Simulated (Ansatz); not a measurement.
Input:

RhPb (space group P6/mmm)

```
RhPb
1.0
    5.66305     0.00000     0.00000
   -2.83152     4.90434     0.00000
    0.00000     0.00000     4.44174
Rh Pb
3 3
Direct
  0.00000   0.50000   0.00000
  0.50000   0.00000   0.00000
  0.50000   0.50000   0.00000
  0.66667   0.33333   0.50000
  0.33333   0.66667   0.50000
  0.00000   0.00000   0.00000
```

E(V) scan at fixed shape, V₀ the volume above. Symmetry pins the atoms to their sites.

Method: PBEsol (plane waves to 420 eV, PAW, scalar-relativistic; Ansatz, a quantum-chemistry and plane-wave program). k mesh 10×10×11 (Γ-centred), Fermi-Dirac smearing 0.05 eV. The energy includes the smearing's −TS. Compression counts positive. With the shape held, the modulus is that of even scaling; a crystal free to change shape is softer. RhPb is run without spin polarisation. RhPb was relaxed with its symmetry unable to fall. Spin-orbit coupling is left out, though Pb is heavy. ΔE is measured from the relaxed starting cell.

The scan covers V/V₀ from 0.940 to 1.060 in 11 points.

**Question.** What bulk modulus at fixed cell shape B₀ follows from a third-order Birch-Murnaghan fit?

**Answer.** 129 GPa.

**Question.** What is the fitted pressure derivative B₀′?

**Answer.** 5.3.

(A scan under strain: stresses follow from slopes of the energy per volume, elastic moduli from its curvatures.)
